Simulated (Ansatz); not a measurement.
ZrGeSb in space group P4/nmm (No. 129; Zr on 2c, Ge on 2a, Sb on 2c), r²SCAN (plane waves, PAW; program Ansatz), all energies at zero smearing, with the estimated change up to a 700 eV cutoff added, with one set of potentials and settings (totals compare only within such a set). Cell of 6 atoms (2 Zr, 2 Ge, 2 Sb): -29998.242 eV.

| element | reference phase | E (eV/atom) |
|---|---|---|
| Zr | P6_3/mmc, 2 atoms in the cell | -4195.0547 |
| Ge | Fd-3m, 2 atoms in the cell | -4302.9121 |
| Sb | R-3m, 2 atoms in the cell | -6499.1983 |

Formation energy per atom, worked out: (-29998.242 − 2×(-4195.0547) − 2×(-4302.9121) − 2×(-6499.1983))/6 = -0.652 eV/atom (-63 kJ per mol of atoms), at 0 K, without zero-point energy or fitted corrections.

The workflow started from a Materials Project entry (that database holds measured and hypothetical structures alike); the Crystallography Open Database copy checked does not list it. Whether it is the stable phase at ambient conditions was not checked. The r²SCAN relaxation kept the symmetry of its start; its stability against distortions is not shown here. The run is not spin-polarised. The references are the lowest solids computed at this level, not always the standard phases. Scalar-relativistic: spin–orbit coupling is off unless named, which matters more the heavier the elements.

Potentials: the earlier of the program's two PAW sets.
